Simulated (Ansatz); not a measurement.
## GaIr (CsCl type): frozen-phonon scan

GaIr (CsCl type)

```yaml
crystal:
  lattice:
    - [5.99681, 0.00000, 0.00000]
    - [0.00000, 2.99840, 0.00000]
    - [0.00000, 0.00000, 2.99840]
  atoms:
    - { symbol: Ga, position: [0.00000, 0.00000, 0.00000] }
    - { symbol: Ga, position: [0.50000, 0.00000, 0.00000] }
    - { symbol: Ir, position: [0.25000, 0.50000, 0.50000] }
    - { symbol: Ir, position: [0.75000, 0.50000, 0.50000] }
```

The atoms are displaced by Q × the pattern below (from a DFPT mode at X = (0.5, 0.0, 0.0), largest move 1; Q in Å), at fixed cell. (q is in reciprocal vectors of the primitive cell; the cell shown is doubled to hold the pattern.)

```
atom       x      y      z
----  ------  -----  -----
Ga1    1.000  0.000  0.000
Ga2   -1.000  0.000  0.000
```

Atoms not listed stay in place.

All values below come from LDA (plane waves to 420 eV, PAW, scalar-relativistic; Ansatz, a program for electronic structure). k mesh 8×15×15 (Γ-centred), Fermi-Dirac smearing 0.05 eV. Energies are smeared free energies. Stress and pressure are positive under compression. With partly filled bands, energies and forces of such displacements shift with the k mesh and the smearing. GaIr is run without spin polarisation. GaIr was relaxed with its symmetry unable to fall. Spin-orbit coupling is left out, though Ir is heavy. The zero of ΔE is the undisplaced structure.

```csv
Q (Å),ΔE (meV/cell),P (GPa),−dE/dQ from forces (eV/Å)
-0.100,173,1.3,3.451
-0.083,120,0.9,2.875
-0.067,77,0.6,2.304
-0.050,44,0.3,1.734
-0.033,19,0.1,1.163
-0.017,5,0.0,0.585
0.000,0,0.0,0.000
0.017,5,0.0,-0.585
0.033,19,0.1,-1.163
0.050,44,0.3,-1.734
0.067,77,0.6,-2.304
0.083,120,0.9,-2.875
0.100,173,1.3,-3.451
```

Summary:

The energy at Q = 0.100 Å is 173 meV/cell. Space group of the distorted cell: P4/mmm (No. 123), lowered from Pm-3m. Symmetry of the curve: even: the same for both signs. Shape of the curve: a single well with its minimum at or next to zero displacement. Harmonic wavenumber from the curvature (finite differences): 262 cm⁻¹. Wavenumber by perturbation theory (DFPT, on another k mesh): 261 cm⁻¹.

(A displaced cell: forces are minus the slopes of the energy, force constants its curvatures, and phonons follow from these.)
